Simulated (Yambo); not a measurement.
# InSe: sweep of GW parameters

G0W0@PBEsol for InSe (space group P-6m2, No. 187) in Yambo. Reference settings: 3×3×1 Γ-centred k mesh, bands 21 to 383 and a 7 Ry block in the screening, 383 bands in G with the Bruneval-Gonze terminator, plasmon pole fitted at 27.2 eV. The PBEsol gap Γ → Γ on this mesh is 0.17 eV; G0W0 gaps are taken between the same points.

| change from the reference | G0W0 gap Γ → Γ (eV) | shift of the valence edge (eV) | rough Yambo cost |
|---|---|---|---|
| reference settings | 0.91 | -0.86 | 1 |
| 252 bands in W, 252 bands in G | 0.92 | -0.78 | within a factor of two |
| 155 bands in W, 155 bands in G | 0.96 | -0.62 | within a factor of two |
| 155 bands in G | 0.91 | -0.79 | – |
| 252 bands in G | 0.91 | -0.84 | – |
| 188 bands in W | 0.94 | -0.73 | about 1/2 |
| 2 Ry block | 0.74 | -0.58 | about 1/2 |
| 3 Ry block | 0.77 | -0.66 | about 1/2 |
| pole fitted at 40 eV | 0.91 | -0.91 | – |
| no random integration | 0.89 | -0.75 | – |
| 155 bands in G, no terminator | 0.89 | -0.40 | – |
| 252 bands in G, no terminator | 0.89 | -0.66 | – |

The reference isn't shown to be the converged limit. Costs are rough (shared machines), scaled to the same edge states, and given only for runs that recompute the screening.

Spin-orbit splittings are left out.

The standard potentials for In, Se keep a d shell in the valence without the s and p states of that shell. In tests on such compounds this moved G0W0 gaps by up to about 0.9 eV, so absolute quasiparticle energies here are unreliable; differences between settings are what counts.

Geometry relaxed with PBE+D3(BJ); primitive cell a = b = 4.040 Å, c = 16.600 Å, α = β = 90.00°, γ = 120.00°.

A shift is the quasiparticle energy of the state minus its PBEsol energy.
